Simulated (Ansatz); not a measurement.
Ansatz (an electronic-structure program) input:

Ansatz 0.2 input:
```yaml
crystal:
  lattice:
    - [0.0, 3.2104695698, 3.2104695698]
    - [3.2104695698, 0.0, 3.2104695698]
    - [3.2104695698, 3.2104695698, 0.0]
  atoms:
    - { symbol: Mg, position: [0.75, 0.75, 0.75] }
    - { symbol: Mg, position: [0.25, 0.25, 0.25] }
    - { symbol: Ge, position: [0.0, 0.0, 0.0] }
kpoints:
  mp_grid: { grid: [7, 7, 7] }
basis: { xc_grid: 2 }
hamiltonian:
  xc: pbe
  pseudopotentials: { kind: paw }
scf:
  occupations: { method: fixed }
output:
  optics: { e_range: [0.0, 15.0], de: 0.05, sigma: 0.1, bands: { spectra_wanted_up_to: 12 eV } }
```

Output (shortened):

```
output.optics: the spectra are integrated over the Brillouin zone by k·p interpolation around the k-points, where levels, occupations, output.optics.sigma and …
Pseudopotential: Mg, paw, valence charge 10
Pseudopotential: Ge, paw, valence charge 14
Functional definition: PBE
Crystal: 3 atoms, lattice volume = 66.181 Å³
Basis set: ecut = 420 eV, 1291 PW (Γ), exchange–correlation on 64×64×64 points (8 copies of the dense FFT grid, shifted against one another)
Bands: 21, of which v1, the nominal top of the filled ones, is band 17 counted from 1 (16 counted from 0)
Symmetry: 48 space group operations
Space group: Fm-3m (ITA 225), of the structure as read, at distance tolerance 4.0e-5 Å
k-points: 20 of 343
SCF iter   1: F=—  HF=-8143.414761 eV  |F-HF|=—  |Δ(HF+E_count)|=         —  Δρ=4.29e-3  dr2=3.26e-2  ethr=1.77e-3  ⟨swp⟩=5.0  Hψ=1613  notcnv=0  defer=35
preconditioner: auto → none
SCF iter   2: F=—  HF=-8143.405331 eV  |F-HF|=—  |Δ(HF+E_count)|=   9.43e-3  Δρ=1.30e-3  dr2=1.22e-3  ethr=9.58e-5  ⟨swp⟩=2.0  Hψ=700  notcnv=0  defer=34
SCF iter   3: F=—  HF=-8143.405345 eV  |F-HF|=—  |Δ(HF+E_count)|=   1.40e-5  Δρ=7.16e-4  dr2=3.01e-4  ethr=3.60e-6  ⟨swp⟩=2.0  Hψ=645  notcnv=0  defer=35
SCF iter   4: F=—  HF=-8143.405424 eV  |F-HF|=—  |Δ(HF+E_count)|=   7.91e-5  Δρ=1.65e-4  dr2=2.11e-5  ethr=8.84e-7  ⟨swp⟩=2.0  Hψ=637  notcnv=0  defer=33
SCF iter   5: F=—  HF=-8143.405421 eV  |F-HF|=—  |Δ(HF+E_count)|=   3.17e-6  Δρ=1.87e-5  dr2=1.55e-7  ethr=6.21e-8  ⟨swp⟩=2.0  Hψ=600  notcnv=0  defer=2
SCF iter   6: F=—  HF=-8143.405423 eV  |F-HF|=—  |Δ(HF+E_count)|=   1.46e-6  Δρ=3.89e-6  dr2=7.44e-9  ethr=4.57e-10  ⟨swp⟩=2.0  Hψ=600  notcnv=0
SCF iter   7: F=—  HF=-8143.405423 eV  |F-HF|=—  |Δ(HF+E_count)|=   1.93e-8  Δρ=3.32e-7  dr2=3.09e-11  ethr=2.19e-11  ⟨swp⟩=2.0  Hψ=606  notcnv=0
SCF iter   8: F=-8143.405423 eV  HF=-8143.405423 eV  |F-HF|=2.73e-12  |Δ(HF+E_count)|=  2.09e-11  Δρ=5.16e-8  dr2=7.37e-13  ethr=1.00e-12  ⟨swp⟩=4.2  Hψ=1478  notcnv=0
SCF 1 converged in 8 iterations: F = -8143.405423 eV  dr2 = 7.37e-13
NSCF: frozen V_eff on 20 k-points
Optics k sum: 0 of 20 k-points
Optics k sum: 1 of 20 k-points
Optics k sum: 2 of 20 k-points
Optics k sum: 3 of 20 k-points
Optics k sum: 4 of 20 k-points
Optics k sum: 5 of 20 k-points
Optics k sum: 6 of 20 k-points
Optics k sum: 7 of 20 k-points
Optics k sum: 8 of 20 k-points
Optics k sum: 9 of 20 k-points
Optics k sum: 10 of 20 k-points
Optics k sum: 11 of 20 k-points
Optics k sum: 12 of 20 k-points
Optics k sum: 13 of 20 k-points
Optics k sum: 14 of 20 k-points
Optics k sum: 15 of 20 k-points
Optics k sum: 16 of 20 k-points
Optics k sum: 17 of 20 k-points
Optics k sum: 18 of 20 k-points
Optics k sum: 19 of 20 k-points
Optics k sum: 20 of 20 k-points
Optics k sum: 0 of 20 k-points
Optics k sum: 1 of 20 k-points
Optics k sum: 2 of 20 k-points
Optics k sum: 3 of 20 k-points
Optics k sum: 4 of 20 k-points
Optics k sum: 5 of 20 k-points
Optics k sum: 6 of 20 k-points
Optics k sum: 7 of 20 k-points
Optics k sum: 8 of 20 k-points
Optics k sum: 9 of 20 k-points
Optics k sum: 10 of 20 k-points
Optics k sum: 11 of 20 k-points
Optics k sum: 12 of 20 k-points
Optics k sum: 13 of 20 k-points
Optics k sum: 14 of 20 k-points
Optics k sum: 15 of 20 k-points
Optics k sum: 16 of 20 k-points
Optics k sum: 17 of 20 k-points
Optics k sum: 18 of 20 k-points
Optics k sum: 19 of 20 k-points
Optics k sum: 20 of 20 k-points
NSCF: frozen V_eff on 1 k-points
NSCF: frozen V_eff on 1 k-points
NSCF: frozen V_eff on 1 k-points
NSCF: frozen V_eff on 1 k-points
output.optics: what the bands over the 35 summed would add to eps1, eps2 and the energy-loss function is held between a lower and an upper bound (9 Lanczos …
SCF converged after 8 iterations
Free energy (F): -8143.405423 eV
Harris-Foulkes:  -8143.405423 eV  (|F-HF|=2.73e-12)
Internal energy: -8143.405423 eV  (E = F + TS)
E sigma→0 (E₀):  -8143.405423 eV
Fermi energy:    6.742195 eV
--- Per-component energies (eV) ---
  E_band       = -857.972992
  E_kinetic    = 262.878142
  E_local      = -5765.614867  (includes V_loc(G=0)·N_el)
  E_nonlocal   = 609.221662
  E_hartree    = 2272.470136
  E_xc         = -133.580151
  E_vxc        = -139.526994  (∫ρ·V_xc dr)
  E_paw        = -2604.991600  (= ΣΔE_a)
  E_vpaw       = -369.871472  (= ΣTr[D̂ρ^β])
  E_aug_tail   = 0.000272  (compensation charges beyond the density's cutoff)
  E_ewald      = -2783.789017
  E_smearing   =  0.000000  (= −TS)
  E_closure    =  0.000000  (closes the sum)
  Σ components = -8143.405423   (vs F -8143.405423, Δ=0.00e0)
  [band-id]    e_kinetic+e_local+e_nonlocal+2·e_hartree+e_vxc+e_vpaw+e_augmentation_tail = -857.972984   (vs E_band -857.972992, Δ=8.04e-6)
--- Band table (eV; the first three rows and the last of 20) ---
  k-point 0: bands = ["-69.3863", "-69.3837", "-36.1452", "-36.1452", "-36.1452", "-36.1324", "-36.1324", "-36.1324", "-16.9201", "-16.9201", "-16.9201", "-16.9035", "-16.9035", "-2.9275", "6.7422", "6.7422", "6.7422", "7.6901", "9.5286", "9.5286", "9.5286"]
  k-point 1: bands = ["-69.3862", "-69.3838", "-36.1446", "-36.1446", "-36.1446", "-36.1331", "-36.1331", "-36.1331", "-16.9201", "-16.9199", "-16.9199", "-16.9035", "-16.9035", "-2.7618", "5.1547", "6.5476", "6.5476", "8.3178", "9.8612", "9.8612", "10.1503"]
  k-point 2: bands = ["-69.3858", "-69.3842", "-36.1430", "-36.1428", "-36.1428", "-36.1351", "-36.1349", "-36.1349", "-16.9201", "-16.9195", "-16.9195", "-16.9034", "-16.9034", "-2.3130", "3.3507", "6.2300", "6.2300", "7.9793", "9.8848", "9.8848", "11.7452"]
  k-point 19: bands = ["-69.3850", "-69.3849", "-36.1477", "-36.1466", "-36.1408", "-36.1371", "-36.1314", "-36.1304", "-16.9200", "-16.9194", "-16.9182", "-16.9037", "-16.9029", "-1.2870", "2.9547", "3.1201", "4.5098", "8.6670", "10.3678", "10.9828", "11.1965"]
```

Cost: roughly 27 core-seconds on shared cores.

The PBE relaxation kept the symmetry of its start; of distortions, only those at the zone centre were tested. Scalar-relativistic: spin–orbit coupling is off unless named, which matters more the heavier the elements.

Potentials: the later of the program's two PAW sets.

Ansatz is a plane-wave DFT program.
